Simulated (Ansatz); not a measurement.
SiS$_{2}$:
```cif
data_S8Si4
_chemical_formula_sum 'S8 Si4'
_space_group_name_H-M_alt 'Ibam'
_space_group_IT_number 72
_space_group_name_Hall '-I 2 2c'
_cell_length_a 6.38999
_cell_length_b 11.12627
_cell_length_c 5.59196
_cell_angle_alpha 90.000
_cell_angle_beta 90.000
_cell_angle_gamma 90.000
loop_
_atom_site_label
_atom_site_type_symbol
_atom_site_symmetry_multiplicity
_atom_site_Wyckoff_symbol
_atom_site_fract_x
_atom_site_fract_y
_atom_site_fract_z
_atom_site_occupancy
S1 S 8 j 0.18087 0.10358 0.00000 1
Si1 Si 4 a 0.00000 0.00000 0.25000 1
```
(The calculation used a cell of 6 atoms; values per cell refer to that cell.)

Relaxed with PBE.

**Question.** Which orbitals make up the states near the band edges in plane-wave PAW PBE (Ansatz code)?

**Answer.** Top 1 eV of the valence band: S 3p 97 %. Bottom 1 eV of the conduction band: S 3p 42 %, Si 3s 33 %, Si 3p 14 %, outside the projected shells 11 %. Projections are on Löwdin-orthogonalised atomic valence shells; empty p or d shells of many metals are not among them.

**Question.** Tabulate the density of states.

**Answer.** States/eV per cell of 6 atoms, in 0.25 eV bins, energy from the valence-band maximum.

| E (eV) | total | S 3p | Si 3p | Si 3s |
|---|---|---|---|---|
| -7.85 | 0.00 | 0.00 | 0.00 | 0.00 |
| -7.60 | 0.01 | 0.00 | 0.00 | 0.00 |
| -7.35 | 2.39 | 1.03 | 0.00 | 1.28 |
| -7.10 | 1.28 | 0.54 | 0.00 | 0.62 |
| -6.85 | 1.07 | 0.45 | 0.00 | 0.47 |
| -6.60 | 1.04 | 0.43 | 0.00 | 0.40 |
| -6.35 | 1.12 | 0.47 | 0.00 | 0.38 |
| -6.10 | 1.19 | 0.50 | 0.00 | 0.34 |
| -5.85 | 1.85 | 0.80 | 0.00 | 0.42 |
| -5.60 | 4.04 | 1.87 | 0.01 | 0.65 |
| -5.35 | 2.01 | 0.94 | 0.00 | 0.28 |
| -5.10 | 0.00 | 0.00 | 0.00 | 0.00 |
| -4.85 | 0.00 | 0.00 | 0.00 | 0.00 |
| -4.60 | 0.92 | 0.52 | 0.21 | 0.00 |
| -4.35 | 8.90 | 5.11 | 2.90 | 0.04 |
| -4.10 | 4.51 | 2.64 | 1.60 | 0.02 |
| -3.85 | 5.02 | 3.08 | 1.64 | 0.05 |
| -3.60 | 4.69 | 2.98 | 1.52 | 0.04 |
| -3.35 | 0.93 | 0.66 | 0.17 | 0.04 |
| -3.10 | 0.89 | 0.66 | 0.15 | 0.04 |
| -2.85 | 0.84 | 0.64 | 0.13 | 0.04 |
| -2.60 | 0.92 | 0.72 | 0.13 | 0.03 |
| -2.35 | 5.21 | 3.77 | 0.94 | 0.03 |
| -2.10 | 4.04 | 3.14 | 0.57 | 0.02 |
| -1.85 | 11.05 | 9.37 | 1.01 | 0.01 |
| -1.60 | 3.41 | 3.25 | 0.06 | 0.00 |
| -1.35 | 5.07 | 4.84 | 0.08 | 0.00 |
| -1.10 | 8.45 | 8.08 | 0.11 | 0.00 |
| -0.85 | 7.00 | 6.72 | 0.07 | 0.00 |
| -0.60 | 2.99 | 2.91 | 0.01 | 0.00 |
| -0.35 | 2.09 | 2.06 | 0.00 | 0.00 |
| -0.10 | 3.09 | 3.07 | 0.00 | 0.00 |
| 0.15 | 0.00 | 0.00 | 0.00 | 0.00 |
| 0.40 | 0.00 | 0.00 | 0.00 | 0.00 |
| 0.65 | 0.00 | 0.00 | 0.00 | 0.00 |
| 0.90 | 0.00 | 0.00 | 0.00 | 0.00 |
| 1.15 | 0.00 | 0.00 | 0.00 | 0.00 |
| 1.40 | 0.00 | 0.00 | 0.00 | 0.00 |
| 1.65 | 0.00 | 0.00 | 0.00 | 0.00 |
| 1.90 | 0.00 | 0.00 | 0.00 | 0.00 |
| 2.15 | 0.00 | 0.00 | 0.00 | 0.00 |
| 2.40 | 0.00 | 0.00 | 0.00 | 0.00 |
| 2.65 | 0.00 | 0.00 | 0.00 | 0.00 |
| 2.90 | 0.00 | 0.00 | 0.00 | 0.00 |
| 3.15 | 0.87 | 0.35 | 0.16 | 0.26 |
| 3.40 | 5.18 | 2.16 | 0.74 | 1.70 |
| 3.65 | 3.21 | 1.38 | 0.40 | 1.10 |
| 3.90 | 2.13 | 0.88 | 0.27 | 0.75 |
| 4.15 | 1.63 | 0.46 | 0.27 | 0.54 |
| 4.40 | 3.83 | 1.02 | 0.91 | 0.74 |
| 4.65 | 10.08 | 2.02 | 4.84 | 0.29 |
| 4.90 | 5.14 | 1.11 | 2.42 | 0.12 |
| 5.15 | 0.65 | 0.16 | 0.21 | 0.02 |
| 5.40 | 3.72 | 0.98 | 1.19 | 0.13 |
| 5.65 | 4.75 | 1.42 | 1.47 | 0.12 |
| 5.90 | 4.44 | 1.23 | 1.55 | 0.13 |
| 6.15 | 6.37 | 1.64 | 2.44 | 0.15 |
| 6.40 | 8.95 | 2.31 | 3.27 | 0.18 |
| 6.65 | 3.98 | 0.94 | 1.35 | 0.09 |
| 6.90 | 3.67 | 0.59 | 0.73 | 0.08 |

Symmetry was held in the PBE relaxation. The volume lies over 15 % above that of the usual cell of this phase: another minimum, or an error of the functional. A crystal of weakly bound chains computed without a dispersion correction: the cell and the soft elastic constants depend strongly on that.

Potentials: the later of the program's two PAW sets.
